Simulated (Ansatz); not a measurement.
# Computed properties of GeRh

GeRh:
Space group P6₃/mmc (No. 194); a = b = 3.656 Å, c = 5.593 Å, α = β = 90.00°, γ = 120.00°

| atom | site | symmetry | x | y | z |
|---|---|---|---|---|---|
| Rh | 2a | -3m. | 0.0000 | 0.0000 | 0.0000 |
| Ge | 2c | -6m2 | 0.3333 | 0.6667 | 0.2500 |

Space group P6_3/mmc (No. 194), NiAs type; conventional cell a = b = 3.656 Å, c = 5.593 Å, α = β = 90.00°, γ = 120.00°.

Method: DFT-PBE in the program Ansatz with PAW potentials. The cell and atoms are relaxed at this level. Other levels are named where they apply.

Cell and energy:

| Item | Value |
|---|---|
| Volume per atom | 16.19 Å³ |
| Density | 9.00 g/cm³ |
| Formation energy from the elements (no fitted shifts) | -0.47 eV/atom |

Electronic structure:

| Quantity | Value |
|---|---|
| Electronic character | metallic (no gap) |
| Density of states at the Fermi level | 0.36 states/eV per atom (mean over ±0.08 eV) |

Mechanics:

| Quantity | Result |
|---|---|
| Bulk modulus (Birch–Murnaghan fit) | 158 GPa |
| Pressure derivative B′ | 4.9 |

The cell is a constructed one: a structure type filled with these elements; neither database checked (COD, Materials Project) lists it. COD files the formula under space group No. 62, so this cell is another polymorph or a model. Its standing as an ambient phase is unchecked. The PBE relaxation kept the symmetry of its start; its stability against distortions is not shown here. The run is not spin-polarised. The references are the lowest solids computed at this level, not always the standard phases. Scalar-relativistic: spin–orbit coupling is off unless named, which matters more the heavier the elements.

Potentials: the later of the program's two PAW sets.
